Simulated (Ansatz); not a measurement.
## NaWO3: two-dimensional strain map

Level of theory: Ansatz, DFT r2SCAN, scalar-relativistic, plane waves, PAW. Settings: plane waves to 500 eV, k-mesh 12×12×12 (Γ-centred), Gaussian smearing 0.15 eV. Spin–orbit coupling is left out, which can shift energies with elements as heavy as these. No spin polarisation. Energies are free energies at this smearing, counted from the undisturbed cell; pressure is positive in compression.

The starting cell (as given, not relaxed at this level; it stands at 4.8 GPa, and it needn't be the usual structure):

```yaml
crystal:
  lattice:
    - [3.85000, 0.00000, 0.00000]
    - [0.00000, 3.85000, 0.00000]
    - [0.00000, 0.00000, 3.85000]
  atoms:
    - { symbol: Na, position: [0.00000, 0.00000, 0.00000] }
    - { symbol: W, position: [0.50000, 0.50000, 0.50000] }
    - { symbol: O, position: [0.50000, 0.50000, 0.00000] }
    - { symbol: O, position: [0.00000, 0.50000, 0.50000] }
    - { symbol: O, position: [0.50000, 0.00000, 0.50000] }
```

The cell is strained by p along both x and y and by q along z, fractional coordinates fixed. Points are written (p, q).

Energy above the undisturbed cell in meV/atom (a dash: not computed):

```csv
p \ q,-0.030,0.000,0.030
-0.030,110.2,67.0,60.6
0.000,30.4,0.0,5.8
0.030,36.4,17.2,–
```

Pressure in GPa:

```
 p \ q  -0.030  0.000  0.030
-0.030    32.8   22.8   15.1
 0.000    13.5    4.8   -1.8
 0.030    -0.3   -7.9      –
```

Symmetry holds off the tilts and polar distortions that many cubic perovskites undergo.